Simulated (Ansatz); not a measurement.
ZrMo:
```xyz
4
Lattice="1.6162 -6.0042 0.0000 1.6162 6.0042 0.0000 0.0000 0.0000 4.0699" Properties=species:S:1:pos:R:3 pbc="T T T"
Zr     1.6162    -2.0272     1.0175
Mo     1.6162    -5.2888     1.0175
Zr     1.6162     2.0272     3.0524
Mo     1.6162     5.2888     3.0524
```

Relaxed with PBE. Special points in fractions of this cell's reciprocal vectors: Γ (0.000, 0.000, 0.000); Y (-0.500, 0.500, 0.000); C0 (-0.268, 0.732, 0.000); Σ0 (0.268, 0.268, 0.000); Z (0.000, 0.000, 0.500); A0 (0.268, 0.268, 0.500); E0 (-0.268, 0.732, 0.500); T (-0.500, 0.500, 0.500); S (0.000, 0.500, 0.000); R (0.000, 0.500, 0.500).

**Question.** List the band energies nearest the Fermi level at these points for plane-wave PAW PBE (Ansatz code).

**Answer.** In eV from the Fermi level; about four levels below and three above (degenerate sets whole), none deeper than 8.9 eV; points with the same levels are listed once.

| k | below | above |
|---|---|---|
| Γ | -1.97 -1.87 -1.54 -1.17 | 0.19 0.21 0.22 |
| Y | -1.91 -1.33 -1.30 -0.06 | 0.19 0.24 0.41 |
| C0 | -2.56 -2.47 -2.10 -1.65 | 0.02 0.22 0.55 |
| Z | -1.10 -1.10 -0.41 -0.41 | 0.55 0.55 1.21 1.21 |
| A0 | -0.86 -0.86 -0.45 -0.45 | 0.93 0.93 1.50 1.50 |
| T | -1.39 -1.39 -1.25 -1.25 | 0.22 0.22 1.05 1.05 |
| S | -2.53 -1.85 -1.47 -0.30 | 0.10 0.67 1.02 |
| R | -0.71 -0.71 -0.47 -0.47 | 0.91 0.91 1.64 1.64 |

Space group Cmcm. The start of the workflow was typed in or built on a structure type; neither database checked (COD, Materials Project) lists it. Its standing as an ambient phase is unchecked. The cell was relaxed with PBE under the symmetry of its start; its stability against distortions is not shown here. No spin polarisation was allowed. Its formation energy is positive at this level, so the cell may be metastable or incomplete. Scalar-relativistic: spin–orbit coupling is off unless named, which matters more the heavier the elements.

Potentials: the earlier of the program's two PAW sets.
